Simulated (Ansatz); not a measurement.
**Compressing Li2Pt: a fit and a missing row**

Li2Pt, P6/mmm, a = 4.183 Å, c = 2.647 Å. The structure is a COD entry; whether it is the stable form wasn't checked. Ansatz: r2SCAN, PAW, 500 eV, Γ-centred 12×12×16 mesh on 3 atoms, Gaussian smearing 0.10 eV; no spin polarisation. Shape and atoms are relaxed at each volume; pressure is positive in compression.

```tsv
V (Å³/atom)	P (GPa)
12.567	?
12.968	2.18
13.370	-0.02
13.771	-1.91
14.172	-3.54
```

Q: Take V0 = 13.370 Å³/atom, count pressures from its P0 = -0.02 GPa, fit the third-order Birch–Murnaghan form to the other rows, and predict the missing pressure.

A: With the Eulerian strain f = ½[(V0/V)^(2/3) − 1] and y = (P − P0)/[3f(1 + 2f)^(5/2)], the form is the line y = B0 + 1.5 B0 (B0′ − 4) f. Rows (f, y): 0.01028, 67.8; -0.00975, 67.9; -0.01905, 67.9. Means f = -0.006173, y = 67.867; Σ(Δf)² = 0.0004493, ΣΔfΔy = -0.001645; the slope is their ratio. y = 67.84 − 3.662 f GPa, so B0 = 67.8 GPa and B0′ = 4 + 2 × (-3.662)/(3 × 67.84) = 3.96. At V = 12.567, f = 0.02108, y = 67.76 and P = 4.73 GPa. The run gave 4.73 GPa, the same to the digits shown. The form still works here, 33 % of the fitted range beyond its end.

Spin–orbit coupling is left out, which can shift energies with elements as heavy as these.